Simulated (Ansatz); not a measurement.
Given:

CsPbCl$_{3}$ (cubic perovskite)

```
CsPbCl3
1.0
    5.73565     0.00000     0.00000
    0.00000     5.73565     0.00000
    0.00000     0.00000     5.73565
Cs Pb Cl
1 1 3
Direct
  0.00000   0.00000   0.00000
  0.50000   0.50000   0.50000
  0.00000   0.50000   0.50000
  0.50000   0.50000   0.00000
  0.50000   0.00000   0.50000
```

In each cell atom 1 (Cs, nearest neighbour Cl at 4.056 Å; its periodic images, 5.7 Å or more away, move with it) moves by s·(1.000, 0.000, 0.000) (along Cartesian x), the rest being held.

Method: PBE (plane waves to 420 eV, PAW, scalar-relativistic; Ansatz, a first-principles code). k mesh 5×5×5 (Γ-centred), Fermi-Dirac smearing 0.05 eV. Energies are smeared free energies. CsPbCl3 was relaxed with its symmetry unable to fall. Spin-orbit coupling is left out, though Pb is heavy. The PAW data are Ansatz's earlier set. This is a high-temperature form of CsPbCl3. ΔE is measured from the undisplaced structure.

The scan covers s from -0.810 to 0.810 Å in 11 points.

Task: Is the energy the same for equal positive and negative displacements?

Result: Even: the same for both signs. With its periodic images moving along, the atom's site symmetry in this cell is m-3m.

Task: What force acts on the atom along the line at s = -0.810 Å?

Result: 0.262 eV/Å.

Task: What is the energy change at s = 0.810 Å?

Result: 67.0 meV/cell.

Task: What is the force constant k = d²E/ds² of this move at s = 0?

Result: 0.08 eV/Å².

(For displaced atoms, the force is minus the slope of the energy, and its curvature is a force constant, which sets phonon frequencies.)
